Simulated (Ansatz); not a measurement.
Space group I4/mmm (No. 139). a = 3.830 Å, b = 3.830 Å, c = 7.670 Å, α = 90.00°, β = 90.00°, γ = 90.00°
```json
{"atom": "Ir", "site": "4d", "symmetry": "-4m2", "x": "0.0000", "y": "0.5000", "z": "0.2500"}
{"atom": "Ir", "site": "2b", "symmetry": "4/mmm", "x": "0.5000", "y": "0.5000", "z": "0.0000"}
{"atom": "Rh", "site": "2a", "symmetry": "4/mmm", "x": "0.0000", "y": "0.0000", "z": "0.0000"}
```

Equation of state of this Ir₃Rh structure (not necessarily the ground state), with shape and atoms relaxed at each volume where symmetry leaves them free. It has no gap at any of these volumes. Level of theory: DFT r2SCAN, scalar-relativistic, plane waves, PAW (Ansatz 0.2.0).

Plane waves to 500 eV, a k mesh through Γ of 16×16×16 on the computed 4-atom cell and Gaussian smearing (0.10 eV); no spin polarisation.

```csv
V (Å³/atom),E − E(largest V) (meV/atom),P (GPa)
13.221,13.31,25.67
13.643,-35.21,11.68
14.065,-50.01,0.00
14.487,-36.70,-9.73
14.909,0.00,-17.81
```

Problem. Fit a third-order Birch–Murnaghan equation to E(V).

Solution. V0 = 14.06 Å³/atom, B0 = 355 GPa, B0' = 5.1.

Spin-orbit coupling is left out, which matters for the bands of heavy elements.